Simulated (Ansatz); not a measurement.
**NbSeO: relaxation (Ansatz)**

Run with:

```bash
ansatz run input.yaml --threads 2 --pin off --max-ram 2560MiB --backend cpu --events-out ev --progress --plain --runs-dir out
```

Input:

```yaml
crystal:
  lattice:
    - [0.0, 0.0, 4.579274]
    - [3.288414, 0.0, 0.0]
    - [1.644207, 5.855885, -2.289637]
  atoms:
    - { symbol: Nb, position: [0.6188, 0.8812, 0.2376] }
    - { symbol: Nb, position: [0.3812, 0.1188, 0.7624] }
    - { symbol: O, position: [0.221, 0.5, 0.0] }
    - { symbol: O, position: [0.779, 0.5, 0.0] }
    - { symbol: Se, position: [0.211, 0.789, 0.422] }
    - { symbol: Se, position: [0.789, 0.211, 0.578] }
  symmetry: { tolerance: 0.0003 }
kpoints:
  mp_grid: { grid: [6, 6, 6], shift: [0, 0, 0] }
magnetization:
  noncollinear: true
  spin_orbit: true
scf:
  occupations: { method: fermi_dirac }
  lower_state_search: "off"
hamiltonian:
  pseudopotentials: { kind: paw_fr }
  xc: pbe
basis:
  ecutwfc: 420
  fft_grid_basis: typed
relax:
  max_steps: 60
  cell: { p_target: 0.0 }
  f_tol: 0.03
output:
  forces: true
  stress: true
  eigenvalues: true
  bader: true
  populations: true
  elf: true
  write_potential: true
  volumetric_format: npy
  dos:
    e_range: [-12, 8]
    de: 0.05
    projected: { site_lists: { Nb: [Nb], O: [O], Se: [Se] } }
    method: { smearing: { sigma: 0.1, scheme: gaussian } }
  write_density: true
checkpoint:
  read: saved_state
```

Origin of the cell: a known structure type with other elements, at an estimated volume, so it need not be a known compound.

The smearing width isn't typed, so it takes its default of 0.1 eV.

The saved state is a converged single point of the same cell.

Output (shortened):

```
SCF iter   1: F=—  HF=-21179.001639 eV  Δρ=4.08e-3  dr2=1.44e-3  dr2_m=0.00e0 (ungated)  |M|=0.00e0 ∫|m|=0.00e0 μB
SCF iter   2: F=—  HF=-21179.008470 eV  Δρ=2.90e-3  dr2=7.00e-4  dr2_m=0.00e0 (ungated)  |M|=0.00e0 ∫|m|=0.00e0 μB
SCF iter   3: F=—  HF=-21179.015795 eV  Δρ=9.14e-4  dr2=8.05e-4  dr2_m=0.00e0 (ungated)  |M|=0.00e0 ∫|m|=0.00e0 μB
SCF iter   4: F=—  HF=-21179.015875 eV  Δρ=1.13e-4  dr2=1.09e-5  dr2_m=0.00e0 (ungated)  |M|=0.00e0 ∫|m|=0.00e0 μB
SCF iter   5: F=—  HF=-21179.015859 eV  Δρ=3.66e-5  dr2=2.28e-6  dr2_m=0.00e0 (ungated)  |M|=0.00e0 ∫|m|=0.00e0 μB
SCF iter   6: F=—  HF=-21179.015859 eV  Δρ=1.82e-5  dr2=7.30e-7  dr2_m=0.00e0 (ungated)  |M|=0.00e0 ∫|m|=0.00e0 μB
SCF iter   7: F=—  HF=-21179.015859 eV  Δρ=1.20e-5  dr2=2.38e-7  dr2_m=0.00e0 (ungated)  |M|=0.00e0 ∫|m|=0.00e0 μB
SCF iter   8: F=-21179.015859 eV  HF=-21179.015859 eV  Δρ=3.25e-6  dr2=1.42e-8  dr2_m=0.00e0 (ungated)  |M|=0.00e0 ∫|m|=0.00e0 μB
relax step   1: F+E_penalty+E_count = -21179.015859 eV  Δ(F+E_penalty+E_count) = +0.000e0 eV  max|allowed force component| = 4.491e0 eV/Å  Δτ_max = 0.0000 Å  P = +4.126 GPa  Ω = 88.181 Å³  (8 […]
relax step   2: F+E_penalty+E_count = -21180.768672 eV  Δ(F+E_penalty+E_count) = -1.753e0 eV  max|allowed force component| = 2.304e0 eV/Å  Δτ_max = 0.1915 Å  P = +3.030 GPa  Ω = 88.097 Å³  en […]
relax step   3: F+E_penalty+E_count = -21181.471747 eV  Δ(F+E_penalty+E_count) = -7.031e-1 eV  max|allowed force component| = 1.188e0 eV/Å  Δτ_max = 0.1458 Å  P = +3.785 GPa  Ω = 87.879 Å³  e […]
relax step   4: F+E_penalty+E_count = -21181.602927 eV  Δ(F+E_penalty+E_count) = -1.312e-1 eV  max|allowed force component| = 3.797e-1 eV/Å  Δτ_max = 0.0600 Å  P = +0.320 GPa  Ω = 89.082 Å³ […]
relax step   5: F+E_penalty+E_count = -21181.627068 eV  Δ(F+E_penalty+E_count) = -2.414e-2 eV  max|allowed force component| = 5.276e-2 eV/Å  Δτ_max = 0.0337 Å  P = +0.504 GPa  Ω = 89.621 Å³ […]
relax step   6: F+E_penalty+E_count = -21181.626933 eV  Δ(F+E_penalty+E_count) = +1.348e-4 eV  max|allowed force component| = 4.723e-2 eV/Å  Δτ_max = 0.0019 Å  P = -0.233 GPa  Ω = 90.014 Å³ […]
relax step   7: F+E_penalty+E_count = -21181.627340 eV  Δ(F+E_penalty+E_count) = -4.069e-4 eV  max|allowed force component| = 9.876e-3 eV/Å  Δτ_max = 0.0017 Å  P = -0.013 GPa  Ω = 89.900 Å³ […]
relax step   8: F+E_penalty+E_count = -21181.659557 eV  Δ(F+E_penalty+E_count) = -3.222e-2 eV  max|allowed force component| = 1.351e-2 eV/Å  Δτ_max = 0.0000 Å  P = +0.400 GPa  Ω = 89.900 Å³  stress off target by 1.08e0 GPa […]
relax step   9: F+E_penalty+E_count = -21181.661276 eV  Δ(F+E_penalty+E_count) = -1.719e-3 eV  max|allowed force component| = 9.323e-3 eV/Å  Δτ_max = 0.0048 Å  P = +0.110 GPa  Ω = 90.197 Å³ […]
relax step  10: F+E_penalty+E_count = -21181.661178 eV  Δ(F+E_penalty+E_count) = +9.782e-5 eV  max|allowed force component| = 1.887e-2 eV/Å  Δτ_max = 0.0037 Å  P = -0.008 GPa  Ω = 90.387 Å³ […]
relax step  11: F+E_penalty+E_count = -21181.662247 eV  Δ(F+E_penalty+E_count) = -1.069e-3 eV  max|allowed force component| = 1.892e-2 eV/Å  Δτ_max = 0.0000 Å  P = -0.003 GPa  Ω = 90.387 Å³  stress off target by 2.56e-2 GPa […]
SCF 11 converged in 7 iterations: F = -21181.662247 eV  dr2 = 4.63e-11
basis re-selected at this cell: Δ(F+E_penalty+E_count) = -1.069e-3 eV, ΔP = +0.005 GPa vs the last step (what re-selecting the basis moved, of the pressure what is left beyond the Pulay corre […]
SCF converged after 7 iterations
Magnetization: |M| = 0.0000 μB,  M = (+0.0000, +0.0000, +0.0000) μB
Absolute magnetization: 0.0000 μB (∫|m|)
  site 0: m = (+0.0000, +0.0000, +0.0000) μB, |m| = 0.0000 μB  (R = 0.93 Å)
  site 1: m = (+0.0000, +0.0000, +0.0000) μB, |m| = 0.0000 μB  (R = 0.93 Å)
  site 2: m = (+0.0000, +0.0000, +0.0000) μB, |m| = 0.0000 μB  (R = 0.93 Å)
  site 3: m = (+0.0000, +0.0000, +0.0000) μB, |m| = 0.0000 μB  (R = 0.93 Å)
  site 4: m = (+0.0000, +0.0000, +0.0000) μB, |m| = 0.0000 μB  (R = 1.13 Å)
  site 5: m = (+0.0000, +0.0000, +0.0000) μB, |m| = 0.0000 μB  (R = 1.13 Å)
Free energy (F): -21181.662247 eV
Harris-Foulkes:  -21181.662247 eV  (|F-HF|=2.47e-10)
Internal energy: -21181.593095 eV  (E = F + TS)
E sigma→0 (E₀):  -21181.627671 eV
Entropy (-TS):   -0.069152 eV (-11.525 meV/atom)
Fermi energy:    13.873139 eV
--- Per-component energies (eV) ---
  E_band       = -832.779102
  E_kinetic    = 1373.568158
  E_local      = -6457.973363  (includes V_loc(G=0)·N_el)
  E_nonlocal   = -856.815732
  E_hartree    = 2883.323940
  E_xc         = -707.520348
  E_vxc        = -811.417884  (∫ρ·V_xc dr)
  E_paw        = -10286.427113  (= ΣΔE_a)
  E_vpaw       = 153.208179  (= ΣTr[D̂ρ^β])
  E_aug_tail   = 0.003602  (compensation charges beyond the density's cutoff)
  E_ewald      = -7129.752239
  E_smearing   = -0.069152  (= −TS)
  Σ components = -21181.662247   (vs F -21181.662247, Δ=0.00e0)
--- Forces (eV/Å), atoms counted from 1 ---
  atom   1  Nb     0.000000     0.000869    -0.000000
  atom   2  Nb    -0.000000    -0.000869     0.000000
  atom   3  O     -0.000000     0.000000    -0.018920
  atom   4  O      0.000000    -0.000000     0.018920
  atom   5  Se     0.000000     0.000941     0.000000
  atom   6  Se    -0.000000    -0.000941    -0.000000
  max |Σ_I F_I| component: 3.47e-18 eV/Å
--- Stress (GPa, compression-positive) ---
       -0.016607      -0.000000      -0.000000
       -0.000000      -0.018520      -0.000000
       -0.000000      -0.000000       0.025577
  P = ⅓ Tr σ = -0.0032 GPa (-0.032 kbar)
--- Relaxed structure (9 steps of the walk, 9 accepted, 2 SCFs on fresh bases) ---
  F+E_penalty+E_count = -21181.662247 eV   max|allowed force component| = 1.892e-2 eV/Å   (the final SCF, on the basis selected at the relaxed cell)
  cell:  # Å, volume = 90.3870 Å³
    - [-6.479e-18, 0.0, 5.096775]
    - [3.000617, 0.0, -4.653e-18]
    - [1.500309, 5.910167, -2.548388]
  atoms:
    - { symbol: Nb, position: [0.606018, 0.893982, 0.212037] }
    - { symbol: Nb, position: [0.393982, 0.106018, 0.787963] }
    - { symbol: O, position: [0.278736, 0.5, 6.973e-19] }
    - { symbol: O, position: [0.721264, 0.5, 6.973e-19] }
    - { symbol: Se, position: [0.199960, 0.800040, 0.399919] }
    - { symbol: Se, position: [0.800040, 0.199960, 0.600081] }
--- Löwdin populations: 6 sites ---
  site symbol       q [e]
     0     Nb     12.2075
     1     Nb     12.2075
     2      O      6.5743
     3      O      6.5743
     4     Se     16.0638
     5     Se     16.0638
  spilling = 0.004411 (of n_electrons = 70.000000)
--- Bader charges: 6 sites ---
  site symbol  charge [e]  shift [e]  m_x [muB]  m_y [muB]  m_z [muB]
     0     Nb      1.7034     0.0010     0.0000     0.0000     0.0000
     1     Nb      1.7034     0.0010     0.0000     0.0000     0.0000
     2      O     -1.0713     0.0007     0.0000     0.0000     0.0000
     3      O     -1.0713     0.0007     0.0000     0.0000     0.0000
     4     Se     -0.6321     0.0003     0.0000     0.0000     0.0000
     5     Se     -0.6321     0.0003     0.0000     0.0000     0.0000
  estimated error of the sums over rays = 4.0e-4 e
```

Before:

Space group Immm (No. 71); the run's cell has a = 4.579 Å, b = 3.288 Å, c = 6.499 Å, α = 75.35°, β = 110.63°, γ = 90.00°. Shortest distances: O–O 2.02 Å, Nb–O 2.50 Å, Nb–Se 2.53 Å, Nb–Nb 2.78 Å, Se–Se 2.96 Å, O–Se 3.14 Å.

After:

Space group Immm (No. 71); the run's cell has a = 5.097 Å, b = 3.001 Å, c = 6.609 Å, α = 76.88°, β = 112.68°, γ = 90.00°. Shortest distances: O–O 2.26 Å, Nb–O 2.26 Å, Nb–Nb 2.51 Å, Nb–Se 2.74 Å, Se–Se 3.00 Å, O–Se 3.14 Å.

```yaml
Free_energy_lowered_by: 441.1 meV/atom
Volume_change: 2.50 %
Final_pressure: 0.00 GPa
Relaxation_steps_listed: 11
```

Caveats: no moments, though an odd count or open d shells may carry them; the k mesh is coarse if the cell is a metal; the relaxation held the start's symmetry, so the end may be a saddle point.

Time: 8.7 min on 2 threads of Arm Neoverse V1, with other jobs on the host, peak memory 1 GiB, from a saved density.
